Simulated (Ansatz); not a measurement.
Starting cell, CoSi$_{2}$ (fluorite type, space group Fm-3m):

```xyz
3
Lattice="0.0000 2.6802 2.6802 2.6802 0.0000 2.6802 2.6802 2.6802 0.0000" Properties=species:S:1:pos:R:3 pbc="T T T"
Co     0.0000     0.0000     0.0000
Si     1.3401     1.3401     1.3401
Si     4.0203     4.0203     4.0203
```

In each cell atom 1 (Co, nearest neighbour Si at 2.321 Å; its periodic images, 3.8 Å or more away, move with it) moves by s·(0.000, 0.000, 1.000) (along Cartesian z), the rest being held.

All values below come from PBE (plane waves to 420 eV, PAW, scalar-relativistic; Ansatz, an electronic-structure program). k mesh 12×12×12 (Γ-centred), Fermi-Dirac smearing 0.05 eV. Energies are smeared free energies. With partly filled bands, energies and forces of such displacements shift with the k mesh and the smearing. CoSi2 is run without spin polarisation. CoSi2 was relaxed with its symmetry unable to fall. The PAW data are Ansatz's earlier set. The zero of ΔE is the undisplaced structure.

The scan covers s from -0.700 to 0.700 Å in 11 points.

Question: Is this a single well or a double well?

Answer: A single well with its minimum at or next to zero displacement.

Question: Is the energy the same for equal positive and negative displacements?

Answer: Even: the same for both signs. With its periodic images moving along, the atom's site symmetry in this cell is m-3m.

Question: What force acts on the atom along the line at s = -0.700 Å?

Answer: 6.70 eV/Å.

Question: What is the force constant k = d²E/ds² of this move at s = 0?

Answer: 11.6 eV/Å².

(For displaced atoms, the force is minus the slope of the energy, and its curvature is a force constant, which sets phonon frequencies.)
